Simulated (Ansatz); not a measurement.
Here is the system:

FeS2:
```
FeS2
1.0
    4.33451     0.00000     0.00000
    0.00000     5.29429     0.00000
    0.00000     0.00000     3.31984
Fe S
2 4
Direct
  0.50000   0.50000   0.50000
  0.00000   0.00000   0.00000
  0.29219   0.87391   0.50000
  0.70781   0.12609   0.50000
  0.79219   0.62609   0.00000
  0.20781   0.37391   0.00000
```

This is the LDA-relaxed structure. x, y and z are the axes in which the lattice vectors are written.

Q: All from DFT-LDA in the program Ansatz with PAW potentials, unless another level is named. Give the formation energy from the elements (no fitted shifts).

A: -0.83 eV/atom.

Q: Next, the band gap?

A: 0.90 eV (indirect).

Q: And the smallest direct gap on the standard path?

A: 1.28 eV.

Q: Give the weight of the conduction-edge state by species (Voronoi cells).

A: Fe 83 %, S 17 %.

Q: What about the weight of the valence-edge state by species (Voronoi cells)?

A: Fe 53 %, S 47 %.

Q: And the valence-band maximum?

A: on the Γ–X line, 80 % of the way from Γ (k = 0.398, 0.000, 0.000).

Space group Pnnm. The cell was relaxed with LDA under the symmetry of its start; phonons on a q-mesh show no instability. No spin polarisation was allowed. The references are the lowest solids computed at this level, not always the standard phases.

Potentials: the later of the program's two PAW sets.
